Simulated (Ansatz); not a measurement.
Input:

TiSi:
```
CELL_PARAMETERS angstrom
      6.50379     0.00000     0.00000
      0.00000     3.63344     0.00000
      0.00000     0.00000     4.98938
ATOMIC_POSITIONS crystal
  Ti 0.67586 0.25000 0.37152
  Ti 0.32414 0.75000 0.62848
  Ti 0.82414 0.75000 0.87152
  Ti 0.17586 0.25000 0.12848
  Si 0.54401 0.25000 0.85530
  Si 0.45599 0.75000 0.14470
  Si 0.95599 0.75000 0.35530
  Si 0.04401 0.25000 0.64470
```

This is the r²SCAN-relaxed structure.

Problem. All from r²SCAN in the plane-wave PAW code Ansatz, unless another level is named. Predict the electronic character.

Solution. metallic (no gap).

Problem. And the density of states at the Fermi level?

Solution. 0.21 states/eV per atom (mean over ±0.08 eV).

Problem. And the formation energy from the elements (no fitted shifts)?

Solution. -796 meV/atom.

Space group Pnma. The workflow started from a Materials Project entry (that database holds measured and hypothetical structures alike); the Crystallography Open Database copy checked does not list it. COD files the formula under space group No. 25. Its standing as an ambient phase is unchecked. The cell was relaxed with r²SCAN under the symmetry of its start; whether a distortion lowers the energy is not shown. The run is not spin-polarised. The references are the lowest solids computed at this level, not always the standard phases.

Potentials: the later of the program's two PAW sets.
